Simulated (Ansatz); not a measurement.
Here is the system:

MgS (rock salt)

```
MgS
1.0
    0.00000     2.61481     2.61481
    2.61481     0.00000     2.61481
    2.61481     2.61481     0.00000
S Mg
1 1
Direct
  0.00000   0.00000   0.00000
  0.50000   0.50000   0.50000
```

In each cell atom 2 (Mg, nearest neighbour S at 2.615 Å; its periodic images, 3.7 Å or more away, move with it) moves by s·(-1.000, 0.000, 0.000) (towards the nearest neighbour), the rest being held.

Method: PBE (plane waves to 420 eV, PAW, scalar-relativistic; Ansatz, a quantum-chemistry and plane-wave program). k mesh 9×9×9 (Γ-centred), Fermi-Dirac smearing 0.05 eV. E stands for the smeared free energy. MgS was relaxed with its symmetry unable to fall. The PAW data are Ansatz's earlier set. ΔE is measured from the undisplaced structure.

The scan covers s from -0.260 to 0.260 Å in 11 points.

Is the energy the same for equal positive and negative displacements?

Even: the same for both signs. With its periodic images moving along, the atom's site symmetry in this cell is m-3m.

What is the energy change at s = 0.260 Å?

105.2 meV/cell.

What is the force constant k = d²E/ds² of this move at s = 0?

2.54 eV/Å².

With two atoms in the cell this is the zone-centre optical mode. What wavenumber follows (transverse: no LO-TO term)?

224 cm⁻¹.

(A displaced cell: forces are minus the slopes of the energy, force constants its curvatures, and phonons follow from these.)
